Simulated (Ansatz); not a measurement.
SrLi$_{2}$Ta$_{2}$O$_{7}$:
```
CELL_PARAMETERS angstrom
     -1.97109     1.97109     9.08524
      1.97109    -1.97109     9.08524
      1.97109     1.97109    -9.08524
ATOMIC_POSITIONS crystal
  Li 0.75000 0.25000 0.50000
  Li 0.25000 0.75000 0.50000
  Sr 0.00000 0.00000 0.00000
  Ta 0.61472 0.61472 0.00000
  Ta 0.38528 0.38528 0.00000
  O  0.50000 0.50000 0.00000
  O  0.10389 0.60389 0.50000
  O  0.89611 0.39611 0.50000
  O  0.60389 0.10389 0.50000
  O  0.39611 0.89611 0.50000
  O  0.28190 0.28190 0.00000
  O  0.71810 0.71810 0.00000
```

Relaxed with PBEsol. Special points in fractions of this cell's reciprocal vectors: Γ (0.000, 0.000, 0.000); X (0.000, 0.000, 0.500); P (0.250, 0.250, 0.250); N (0.000, 0.500, 0.000); M (0.500, 0.500, -0.500); S (0.262, 0.738, -0.262); S0 (-0.262, 0.262, 0.262); R (-0.024, 0.024, 0.500); G (0.500, 0.500, -0.024).

**Question.** List the band energies nearest the valence-band maximum at these points for PBEsol with spin–orbit coupling in the plane-wave PAW code Ansatz.

**Answer.** In eV from the valence-band maximum; about four levels below and three above (degenerate sets whole), none deeper than 8.9 eV; points with the same levels are listed once.

| k | below | above |
|---|---|---|
| Γ | -0.50 -0.50 -0.36 -0.36 | 2.16 2.16 2.30 2.30 |
| X | -0.15 -0.15 0.00 0.00 | 5.43 5.43 5.70 5.70 |
| P | -0.07 -0.07 -0.05 -0.05 | 5.45 5.45 5.66 5.66 |
| N | -0.61 -0.61 -0.15 -0.15 | 3.83 3.83 4.65 4.65 |
| M | -0.62 -0.62 -0.54 -0.54 | 2.17 2.17 2.30 2.30 |
| S | -0.47 -0.47 -0.18 -0.18 | 3.84 3.84 4.64 4.64 |
| R | -0.15 -0.15 -0.01 -0.01 | 5.42 5.42 5.69 5.69 |

Space group I4/mmm. The first step of the workflow began from a Materials Project structure, measured or hypothetical; the Crystallography Open Database files this formula in space group No. 139, but the cells were not matched. Its standing as an ambient phase is unchecked. The cell was relaxed with PBEsol under the symmetry of its start; its stability against distortions is not shown here. No spin polarisation was allowed.

Potentials: the later of the program's two PAW sets.
